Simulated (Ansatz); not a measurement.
In r²SCAN+D4 (plane waves, PAW; program Ansatz), BP in the hexagonal phase (P6_222; B on 3d, P on 3c) relaxes to a = 3.265 Å, c = 6.977 Å. Against the elements it lies at 0.035 eV/atom, with no fitted shifts.

The Kohn–Sham gap is 0.19 eV (indirect). The valence maximum lies at Γ and the conduction minimum at M (3 equivalent valleys). The screened hybrid HSE06 puts the gap at 0.57 eV. Electrons at the band edge weigh 0.17, 0.27, 0.30 mₑ (principal values). The hole mass is 0.33, 0.41, 0.41 mₑ (principal values).

The bulk modulus is 181 GPa. The relaxed-ion elastic constants in GPa are C11 = 443, C12 = 43.7, C13 = 64.7, C33 = 402, C44 = 218. The elastic constants imply a Debye temperature near 1160 K. Bader charges are B +0.48, P -0.48 e.

The start of the workflow was typed in or built on a structure type; neither database checked (COD, Materials Project) lists it. It is not the phase usual at ambient conditions (space group No. 216). Symmetry was held in the r²SCAN+D4 relaxation; whether a distortion lowers the energy is not shown. The references are the lowest solids computed at this level, not always the standard phases.

Potentials: the later of the program's two PAW sets.
